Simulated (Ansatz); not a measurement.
LiC$_{6}$:
```cif
data_C6Li
_chemical_formula_sum 'Li1 C6'
_space_group_name_H-M_alt 'P6/mmm'
_space_group_IT_number 191
_space_group_name_Hall '-P 6 2'
_cell_length_a 4.30917
_cell_length_b 4.30917
_cell_length_c 3.65637
_cell_angle_alpha 90.000
_cell_angle_beta 90.000
_cell_angle_gamma 120.000
loop_
_atom_site_label
_atom_site_type_symbol
_atom_site_symmetry_multiplicity
_atom_site_Wyckoff_symbol
_atom_site_fract_x
_atom_site_fract_y
_atom_site_fract_z
_atom_site_occupancy
Li1 Li 1 a 0.00000 0.00000 0.00000 1
C1 C 6 k 0.33361 0.33361 0.50000 1
```

Relaxed at zero pressure with DFT-PBEsol in the program Ansatz with PAW potentials.

Task: The volume is raised by 3 % and shape and atoms relax at that volume. What pressure results, and how do the axes share the change?

Result: -1.8 GPa; a 0.2 %, b 0.2 %, c 2.7 %; the energy rises by 1 meV/atom.

Task: Give the new structure.

Result: 
Space group P6/mmm (No. 191); a = 4.3165 Å, b = 4.3165 Å, c = 3.7533 Å, α = 90.00°, β = 90.00°, γ = 120.00°

```csv
atom,site,symmetry,x,y,z
Li,1a,6/mmm,0.0000,0.0000,0.0000
C,6k,m2m,0.3336,0.3336,0.5000
```

The phase is kept; no other phase was compared at this pressure.

The first step of the workflow began from a Materials Project structure, measured or hypothetical; the Crystallography Open Database copy checked does not list it. Its standing as an ambient phase is unchecked. The PBEsol relaxation kept the symmetry of its start; its stability against distortions is not shown here.

Potentials: the earlier of the program's two PAW sets. The files were generated under PBE; for other functionals the program regenerates the frozen cores, and for LDA and PBEsol the local potential too.
